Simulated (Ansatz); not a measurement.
Input:

Ge₂Sb₂Te₅:
```
CELL_PARAMETERS angstrom
      4.24746     0.00000     0.00000
     -2.12373     3.67841     0.00000
      0.00000     0.00000    17.34563
ATOMIC_POSITIONS crystal
  Te 0.00000 0.00000 0.00000
  Ge 0.66667 0.33333 0.09872
  Ge 0.33333 0.66667 0.90128
  Te 0.33333 0.66667 0.19495
  Te 0.66667 0.33333 0.80505
  Sb 0.00000 0.00000 0.31150
  Sb 0.00000 0.00000 0.68850
  Te 0.66667 0.33333 0.40967
  Te 0.33333 0.66667 0.59033
```

This is the r²SCAN+D4-relaxed structure.

Task: All from the program Ansatz at the r²SCAN+D4 level (PAW), unless another level is named. Give the band gap.

Result: 0.38 eV (smallest direct gap 0.40 eV).

Task: What about the formation energy from the elements (no fitted shifts)?

Result: -7.8 kJ/mol of atoms.

Task: Give the hole effective mass.

Result: 0.049, 0.049, 0.50 mₑ (principal values).

Task: What about the electron effective mass?

Result: 0.046, 0.14, 0.34 mₑ (principal values).

Task: Next, the valence-band maximum?

Result: at Γ.

Task: What about the weight of the valence-edge state by species (Voronoi cells)?

Result: Te 70 %, Sb 20 %, Ge 10 %.

Space group P-3m1. The r²SCAN+D4 relaxation kept the symmetry of its start. The references are the lowest solids computed at this level, not always the standard phases. Spin–orbit coupling is left out wherever it is not named.

Potentials: the later of the program's two PAW sets.
